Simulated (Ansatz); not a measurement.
Relaxed-ion elastic tensor of Be2C (fluorite or antifluorite type, Fm-3m) in GPa (Voigt order), plane-wave PAW LDA (Ansatz code); density 2.57 g/cm³, 6.48 Å³ per atom.

```
 608  21.5  21.5   0.0   0.0   0.0
21.5   608  21.5   0.0   0.0   0.0
21.5  21.5   608   0.0   0.0   0.0
 0.0   0.0   0.0   225   0.0   0.0
 0.0   0.0   0.0   0.0   225   0.0
 0.0   0.0   0.0   0.0   0.0   225
```

### Question
Is the crystal mechanically stable?

### Answer
Yes: the smallest eigenvalue of C is 225 GPa.

### Question
Work out the Voigt, Reuss and Hill averages.

### Answer
K_V = 217, K_R = 217, K_H = 217; G_V = 252, G_R = 248, G_H = 250 GPa.

### Question
Give Young's modulus, Poisson's ratio, Pugh's ratio and the universal anisotropy index.

### Answer
E = 9KG/(3K + G) = 542 GPa; ν = 0.08; K/G = 0.87 (brittle by the Pugh limit of 1.75); A_U = 5G_V/G_R + K_V/K_R − 6 = 0.08.

### Question
Estimate the sound speeds and the Debye temperature.

### Answer
v_l = √((K + 4G/3)/ρ) = 14600 m/s, v_t = √(G/ρ) = 9880 m/s, mean 10800 m/s; Θ = (h/k)(3n/4πV)^(1/3) v_m = 1720 K.

### Question
Give the Zener ratio and Young's modulus along [100], [110] and [111].

### Answer
A = 2C44/(C11 − C12) = 0.77; 1/E = S11 − 2(S11 − S12 − S44/2)Γ with Γ = 0, 1/4, 1/3 gives 606, 525, 502 GPa.

### Question
Solve the Christoffel equation for the three sound speeds along [100], [110], [111].

### Answer
Eigenvalues of C_ijkl n_j n_l equal ρv². In km/s, slowest first: [100] 9.37, 9.37, 15.39; [110] 9.37, 10.69, 14.51; [111] 10.27, 10.27, 14.20.

The LDA relaxation kept the symmetry of its start.

Potentials: the earlier of the program's two PAW sets. The files were generated under PBE; for other functionals the program regenerates the frozen cores, and for LDA and PBEsol the local potential too.
